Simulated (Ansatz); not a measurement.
Relaxed-ion elastic tensor of AgBr (rock salt, Fm-3m) in GPa (Voigt order), DFT-PBEsol in the program Ansatz with PAW potentials; density 6.83 g/cm³, 22.84 Å³ per atom.

```json
[
 {"": "1", "1": "77.8", "2": "39.6", "3": "39.6", "4": "0.0", "5": "0.0", "6": "0.0"},
 {"": "2", "1": "39.6", "2": "77.8", "3": "39.6", "4": "0.0", "5": "0.0", "6": "0.0"},
 {"": "3", "1": "39.6", "2": "39.6", "3": "77.8", "4": "0.0", "5": "0.0", "6": "0.0"},
 {"": "4", "1": "0.0", "2": "0.0", "3": "0.0", "4": "6.9", "5": "0.0", "6": "0.0"},
 {"": "5", "1": "0.0", "2": "0.0", "3": "0.0", "4": "0.0", "5": "6.9", "6": "0.0"},
 {"": "6", "1": "0.0", "2": "0.0", "3": "0.0", "4": "0.0", "5": "0.0", "6": "6.9"}
]
```

Task: Is the crystal mechanically stable?

Result: Yes: the smallest eigenvalue of C is 6.9 GPa.

Task: Work out the Voigt, Reuss and Hill averages.

Result: K_V = 52.3, K_R = 52.3, K_H = 52.3; G_V = 11.8, G_R = 9.2, G_H = 10.5 GPa.

Task: Give Young's modulus, Poisson's ratio, Pugh's ratio and the universal anisotropy index.

Result: E = 9KG/(3K + G) = 29.5 GPa; ν = 0.41; K/G = 4.98 (ductile by the Pugh limit of 1.75); A_U = 5G_V/G_R + K_V/K_R − 6 = 1.37.

Task: Estimate the sound speeds and the Debye temperature.

Result: v_l = √((K + 4G/3)/ρ) = 3120 m/s, v_t = √(G/ρ) = 1240 m/s, mean 1410 m/s; Θ = (h/k)(3n/4πV)^(1/3) v_m = 147 K.

Task: Give the Zener ratio and Young's modulus along [100], [110] and [111].

Result: A = 2C44/(C11 − C12) = 0.36; 1/E = S11 − 2(S11 − S12 − S44/2)Γ with Γ = 0, 1/4, 1/3 gives 51.1, 23.3, 19.8 GPa.

Task: Solve the Christoffel equation for the three sound speeds along [100], [110], [111].

Result: Eigenvalues of C_ijkl n_j n_l equal ρv². In km/s, slowest first: [100] 1.00, 1.00, 3.38; [110] 1.00, 1.67, 3.10; [111] 1.48, 1.48, 3.00.

The PBEsol relaxation kept the symmetry of its start. No spin polarisation was allowed.

Potentials: the later of the program's two PAW sets.
